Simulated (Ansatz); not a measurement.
Method: DFT PBE, scalar-relativistic, plane waves, PAW (Ansatz 0.2.0). All cells share a 420 eV cutoff and Γ-centred k meshes spaced at most about 0.3 Å⁻¹ (about 0.25 or finer for metals, 2π included). No spin polarisation in the final relaxations.

These are static total energies at zero pressure.

Two forms of Na6BN were relaxed alike.

1.

```xyz
8
Lattice="3.1322 1.8084 6.2113 -3.1322 1.8084 6.2113 0.0000 -3.6168 6.2113" Properties=species:S:1:pos:R:3 pbc="T T T"
Na    1.0111   -1.5671   10.7669
Na   -1.8627   -0.0921   10.7669
Na   -1.0111    1.5671    7.8669
Na    0.8515    1.6592   10.7669
Na   -0.8515   -1.6592    7.8669
Na    1.8627    0.0921    7.8669
B     0.0000    0.0000    0.0000
N     0.0000    0.0000    9.3169
```

2.

```xyz
8
Lattice="0.0000 5.0159 5.0159 5.0159 0.0000 5.0159 5.0159 5.0159 0.0000" Properties=species:S:1:pos:R:3 pbc="T T T"
Na    5.0159    7.3692    5.0159
Na    5.0159    5.0159    2.6625
Na    5.0159    2.6625    5.0159
Na    7.3692    5.0159    5.0159
Na    2.6625    5.0159    5.0159
Na    5.0159    5.0159    7.3692
B     0.0000    0.0000    0.0000
N     5.0159    5.0159    5.0159
```

Question: Which form is favoured at zero pressure, and by what margin per atom?

Answer: Cell 1 is lower, by 26 meV/atom. Cell 1 has space group R-3 (No. 148), 26.4 Å³/atom and no gap on its mesh; cell 2 has space group Fm-3m (No. 225), 31.5 Å³/atom and no gap. Counting Na atoms around B and N (those within 1.25 times the shortest such distance or 1.15 times the sum of covalent radii), cell 1 and cell 2 both have B 6, N 6. The denser one is the lower, and pressure would at first widen the difference. Even the lower one lies +0.56 eV/atom against the reference forms of the elements (uncorrected), so neither is stable at this level. Both come from invented guesses.

A magnetic state wasn't ruled out in cells without spin, among them R-3, Fm-3m. Cells relaxed within their symmetry can be saddle points. The R-3 cell of Na6BN came from shaking the Fm-3m one.
